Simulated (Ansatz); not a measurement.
# C: computed property card

C:
```
C
1.0
    3.80228     0.00000     0.00000
    0.00000     3.80228     0.00000
    0.00000     0.00000     4.68131
C
12
Direct
  0.92429   0.07571   0.75000
  0.42429   0.42429   0.00000
  0.07571   0.92429   0.25000
  0.57571   0.57571   0.50000
  0.62087   0.16670   0.53359
  0.33330   0.12087   0.78359
  0.37913   0.83330   0.03359
  0.66670   0.87913   0.28359
  0.12087   0.33330   0.21641
  0.83330   0.37913   0.96641
  0.87913   0.66670   0.71641
  0.16670   0.62087   0.46641
```

Space group P4_12_12 (No. 92); conventional cell a = b = 3.8023 Å, c = 4.6813 Å, α = β = γ = 90.00°.

Method: DFT-PBE in the program Ansatz with PAW potentials. Geometry: relaxed at this level of theory. Other levels are named where they apply.

Cell and energy:

```json
{
 "volume_per_atom": "5.64 Å³",
 "density": "3.54 g/cm³"
}
```

Electronic structure:

```json
{
  "band_gap": "4.97 eV (indirect)",
  "valence_band_maximum": "on the M–Γ line, 40 % of the way from M",
  "conduction_band_minimum": "at Γ",
  "smallest_direct_gap_on_the_standard_path": "5.48 eV",
  "electron_effective_mass": "0.43 mₑ (isotropic)"
}
```

Mechanics:

```json
{
  "Bulk modulus (Birch–Murnaghan fit)": "394 GPa",
  "Pressure derivative B′": "3.9"
}
```

The start of the workflow was typed in or built on a structure type; neither database checked (COD, Materials Project) lists it. It is not the phase usual at ambient conditions (space group No. 194, 227). The PBE relaxation kept the symmetry of its start; whether a distortion lowers the energy is not shown. The volume moved by 26 % from the start of the relaxation.

Potentials: the earlier of the program's two PAW sets.
